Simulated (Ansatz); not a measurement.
Rb2TeBr6:
```cif
data_Br6Rb2Te
_chemical_formula_sum 'Rb2 Te1 Br6'
_space_group_name_H-M_alt 'P 1'
_space_group_IT_number 1
_cell_length_a 7.73493
_cell_length_b 7.73493
_cell_length_c 7.73493
_cell_angle_alpha 121.008
_cell_angle_beta 121.008
_cell_angle_gamma 88.263
loop_
_space_group_symop_operation_xyz
  'x, y, z'
loop_
_atom_site_label
_atom_site_type_symbol
_atom_site_fract_x
_atom_site_fract_y
_atom_site_fract_z
_atom_site_occupancy
Rb1 Rb 0.75000 0.25000 0.50000 1
Rb2 Rb 0.25000 0.75000 0.50000 1
Te1 Te 0.00000 0.00000 0.00000 1
Br1 Br 0.28368 0.78358 0.06726 1
Br2 Br 0.71632 0.21642 0.93274 1
Br3 Br 0.78358 0.71632 0.49989 1
Br4 Br 0.21642 0.28368 0.50011 1
Br5 Br 0.24527 0.24527 0.00000 1
Br6 Br 0.75473 0.75473 0.00000 1
```

Relaxed with r²SCAN.

Q: Which orbitals make up the states near the band edges in plane-wave PAW r²SCAN (Ansatz code)?

A: Top 1 eV of the valence band: Br 4p 95 %. Bottom 1 eV of the conduction band: Te 5p 49 %, Br 4p 44 %. Projections are on Löwdin-orthogonalised atomic valence shells; empty p or d shells of many metals are not among them.

Q: Tabulate the density of states.

A: States/eV per cell of 9 atoms, in 0.25 eV bins, energy from the valence-band maximum.

| E (eV) | total | Br 4p | Te 5p | Rb 5s |
|---|---|---|---|---|
| -7.85 | 0.00 | 0.00 | 0.00 | 0.00 |
| -7.60 | 0.00 | 0.00 | 0.00 | 0.00 |
| -7.35 | 0.00 | 0.00 | 0.00 | 0.00 |
| -7.10 | 0.00 | 0.00 | 0.00 | 0.00 |
| -6.85 | 0.00 | 0.00 | 0.00 | 0.00 |
| -6.60 | 0.00 | 0.00 | 0.00 | 0.00 |
| -6.35 | 0.00 | 0.00 | 0.00 | 0.00 |
| -6.10 | 0.00 | 0.00 | 0.00 | 0.00 |
| -5.85 | 0.00 | 0.00 | 0.00 | 0.00 |
| -5.60 | 0.00 | 0.00 | 0.00 | 0.00 |
| -5.35 | 0.00 | 0.00 | 0.00 | 0.00 |
| -5.10 | 0.00 | 0.00 | 0.00 | 0.00 |
| -4.85 | 0.00 | 0.00 | 0.00 | 0.00 |
| -4.60 | 7.14 | 4.21 | 2.63 | 0.00 |
| -4.35 | 16.86 | 9.20 | 6.70 | 0.00 |
| -4.10 | 0.00 | 0.00 | 0.00 | 0.00 |
| -3.85 | 0.00 | 0.00 | 0.00 | 0.00 |
| -3.60 | 0.00 | 0.00 | 0.00 | 0.00 |
| -3.35 | 0.00 | 0.00 | 0.00 | 0.00 |
| -3.10 | 0.00 | 0.00 | 0.00 | 0.00 |
| -2.85 | 0.00 | 0.00 | 0.00 | 0.00 |
| -2.60 | 1.84 | 1.67 | 0.00 | 0.15 |
| -2.35 | 14.17 | 13.37 | 0.03 | 0.51 |
| -2.10 | 11.65 | 11.24 | 0.03 | 0.16 |
| -1.85 | 11.50 | 11.11 | 0.03 | 0.15 |
| -1.60 | 16.53 | 16.09 | 0.06 | 0.11 |
| -1.35 | 15.81 | 15.52 | 0.04 | 0.03 |
| -1.10 | 22.35 | 21.99 | 0.09 | 0.02 |
| -0.85 | 14.14 | 13.98 | 0.03 | 0.01 |
| -0.60 | 4.36 | 4.30 | 0.00 | 0.00 |
| -0.35 | 2.71 | 2.34 | 0.01 | 0.00 |
| -0.10 | 4.95 | 4.20 | 0.01 | 0.00 |
| 0.15 | 0.00 | 0.00 | 0.00 | 0.00 |
| 0.40 | 0.00 | 0.00 | 0.00 | 0.00 |
| 0.65 | 0.00 | 0.00 | 0.00 | 0.00 |
| 0.90 | 0.00 | 0.00 | 0.00 | 0.00 |
| 1.15 | 0.00 | 0.00 | 0.00 | 0.00 |
| 1.40 | 0.00 | 0.00 | 0.00 | 0.00 |
| 1.65 | 0.00 | 0.00 | 0.00 | 0.00 |
| 1.90 | 0.00 | 0.00 | 0.00 | 0.00 |
| 2.15 | 0.00 | 0.00 | 0.00 | 0.00 |
| 2.40 | 1.40 | 0.57 | 0.72 | 0.00 |
| 2.65 | 4.50 | 1.90 | 2.26 | 0.00 |
| 2.90 | 5.17 | 2.28 | 2.55 | 0.00 |
| 3.15 | 10.48 | 4.80 | 5.12 | 0.02 |
| 3.40 | 2.44 | 1.14 | 1.18 | 0.00 |
| 3.65 | 0.00 | 0.00 | 0.00 | 0.00 |
| 3.90 | 0.00 | 0.00 | 0.00 | 0.00 |
| 4.15 | 0.00 | 0.00 | 0.00 | 0.00 |
| 4.40 | 0.00 | 0.00 | 0.00 | 0.00 |
| 4.65 | 0.00 | 0.00 | 0.00 | 0.00 |
| 4.90 | 0.08 | 0.00 | 0.00 | 0.05 |
| 5.15 | 0.31 | 0.01 | 0.00 | 0.23 |
| 5.40 | 0.51 | 0.02 | 0.00 | 0.36 |
| 5.65 | 0.71 | 0.04 | 0.00 | 0.51 |
| 5.90 | 0.95 | 0.05 | 0.00 | 0.67 |
| 6.15 | 1.62 | 0.08 | 0.00 | 1.02 |
| 6.40 | 2.96 | 0.12 | 0.00 | 1.52 |
| 6.65 | 5.41 | 0.22 | 0.00 | 2.40 |
| 6.90 | 6.59 | 0.18 | 0.01 | 1.73 |
| 7.15 | 10.20 | 0.15 | 0.01 | 1.09 |

Space group I4/m. The workflow started from a Materials Project entry (that database holds measured and hypothetical structures alike); the Crystallography Open Database copy checked does not list it. Whether it is the stable phase at ambient conditions was not checked. Symmetry was held in the r²SCAN relaxation; its stability against distortions is not shown here. Spin–orbit coupling is left out wherever it is not named.

Potentials: the later of the program's two PAW sets.
